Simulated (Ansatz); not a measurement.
Relaxed AlNi (CsCl type):

```yaml
crystal:
  lattice:
    - [2.86315, 0.00000, 0.00000]
    - [0.00000, 2.86315, 0.00000]
    - [0.00000, 0.00000, 2.86315]
  atoms:
    - { symbol: Al, position: [0.00000, 0.00000, 0.00000] }
    - { symbol: Ni, position: [0.50000, 0.50000, 0.50000] }
```

Two-dimensional scan of atom 2 (Ni, nearest neighbour Al at 2.480 Å; its periodic images, 2.9 Å or more away, move with it): u runs along (0.707, 0.707, 0.000), v along (0.000, 0.000, 1.000) (Cartesian). Cell and other atoms are fixed.

All values below come from r2SCAN (plane waves to 500 eV, PAW, scalar-relativistic; Ansatz, a first-principles code). k mesh 13×13×13 (Γ-centred), Fermi-Dirac smearing 0.05 eV. E stands for the smeared free energy. Compression counts positive. With partly filled bands, energies and forces of such displacements shift with the k mesh and the smearing. AlNi is run without spin polarisation. AlNi was relaxed with its symmetry unable to fall. ΔE is measured from the undisplaced structure. Axes are in Å.

ΔE (meV/cell), with u across and v down:

```
v \ u   -0.370  -0.247  -0.123  0.000  0.123  0.247  0.370
------  ------  ------  ------  -----  -----  -----  -----
-0.370    1147     736     512    442    512    736   1147
-0.247     783     443     256    197    256    443    783
-0.123     563     265     101     49    101    265    563
0.000      489     206      50      0     50    206    489
0.123      563     265     101     49    101    265    563
0.247      783     443     256    197    256    443    783
0.370     1147     736     512    442    512    736   1147
```

P (GPa), with u across and v down:

| v \ u | -0.370 | -0.247 | -0.123 | 0.000 | 0.123 | 0.247 | 0.370 |
|---|---|---|---|---|---|---|---|
| -0.370 | 21.1 | 14.4 | 10.5 | 9.2 | 10.5 | 14.4 | 21.1 |
| -0.247 | 15.0 | 8.9 | 5.3 | 4.1 | 5.3 | 8.9 | 15.0 |
| -0.123 | 11.1 | 5.4 | 2.1 | 1.0 | 2.1 | 5.4 | 11.1 |
| 0.000 | 9.8 | 4.3 | 1.0 | -0.1 | 1.0 | 4.3 | 9.8 |
| 0.123 | 11.1 | 5.4 | 2.1 | 1.0 | 2.1 | 5.4 | 11.1 |
| 0.247 | 15.0 | 8.9 | 5.3 | 4.1 | 5.3 | 8.9 | 15.0 |
| 0.370 | 21.1 | 14.4 | 10.5 | 9.2 | 10.5 | 14.4 | 21.1 |

Derived quantities:

- Principal force constants in the plane (five-point differences of the forces): 6.5 eV/Å², isotropic
- Centre of the map: a minimum
- Lowest place on the grid: u = 0.000 Å, v = 0.000 Å (0 meV/cell)
- Highest place on the grid, met at several equal points: u = -0.370 Å, v = -0.370 Å; u = 0.370 Å, v = -0.370 Å; u = -0.370 Å, v = 0.370 Å; u = 0.370 Å, v = 0.370 Å (1147 meV/cell)

(A displaced cell: forces are minus the slopes of the energy, force constants its curvatures, and phonons follow from these.)
